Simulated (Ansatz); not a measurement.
Cd$_{5}$TeS$_{4}$ in space group I-4m2 (No. 119; Pearson symbol tI20), DFT-LDA in the program Ansatz with PAW potentials. The conduction-band minimum lies at Γ, with 1 equivalent valley. Second derivatives d²E/dk² of the lowest band at one valley (eV·Å²), along Cartesian directions:

```tsv
direction	d²E/dk²
[100]	112.5
[010]	112.5
[001]	88.47
[110]	112.6
[101]	100.5
[011]	100.5
```

**Question.** Find the principal effective masses, the density-of-states mass and the conductivity mass.

**Answer.** Off-diagonal terms follow from H_xy = H[110] − (H_xx + H_yy)/2, and m*/mₑ = 7.620 eV·Å² over each eigenvalue: 0.068, 0.068, 0.086. One valley's DOS mass (m₁m₂m₃)^(1/3) = 0.073, conductivity mass 3/(Σ 1/mᵢ) = 0.073 mₑ.

**Question.** What effective density of states Nc follows at 300 K for parabolic valleys?

**Answer.** Nc = 2.509e19 × 1 × (0.073)^(3/2) ≈ 4.9e17 cm⁻³.

The first step of the workflow began from a Materials Project structure, measured or hypothetical; the Crystallography Open Database copy checked does not list it. Its standing as an ambient phase is unchecked. Symmetry was held in the LDA relaxation; its stability against distortions is not shown here. Scalar-relativistic: spin–orbit coupling is off unless named, which matters more the heavier the elements.

Potentials: the later of the program's two PAW sets.

Edges and masses are those of Kohn–Sham bands, whose gap is no quasiparticle gap.
